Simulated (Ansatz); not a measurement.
The elements of this relaxed trial crystal are hidden behind letters.

```
lattice vectors (Å)
  -3.1082    3.1082    3.1082
   3.1082   -3.1082    3.1082
   3.1082    3.1082   -3.1082
fractional positions
X 0.0000 0.0000 0.0000
Z 0.5000 0.5000 0.5000
Z 0.0000 0.0000 0.5000
Z 0.0000 0.5000 0.0000
Z 0.5000 0.0000 0.0000
```

Level of theory: DFT PBE, scalar-relativistic, plane waves, PAW in Ansatz. The final run on the 5-atom cell used 420 eV, a Γ-centred 8×8×8 mesh, 0.10 eV smearing and no spin polarisation.

```
Space group                              : Im-3m (No. 229)
Conventional cell                        : a = 6.216 Å
Volume per atom                          : 24.02 Å³
Density                                  : 5.33 g/cm³
Energy over the elements                 : +0.31 eV/atom
Gap on the 8×8×8 mesh of the 5-atom cell : 0 eV (a metal)
```

Energies are uncorrected and count from the elements' standard states at the same level.

Question: X is a p-block element of period 4 and Z is a p-block element of period 4. Which elements are they?

Answer: X = Ga, Z = Se, so the formula is GaSe4. Density times volume gives a mean mass of 5.33 × 24.02/1.6605 = 77.1 u per atom, and this set has 77.1 u. Among the elements that the hints allow, noble gases aside, only these give it. Around Ga lie 8 Se at 2.69 Å; Se has 2 Ga at 2.69 Å and 6 Se at 3.11 Å.

An odd number of electrons in the primitive cell allows no gap without spin; a larger cell or a magnetic state could open one. The cell is a metal run without spin; a magnetic state may lie lower. A structure relaxed within its symmetry needn't be a true minimum.
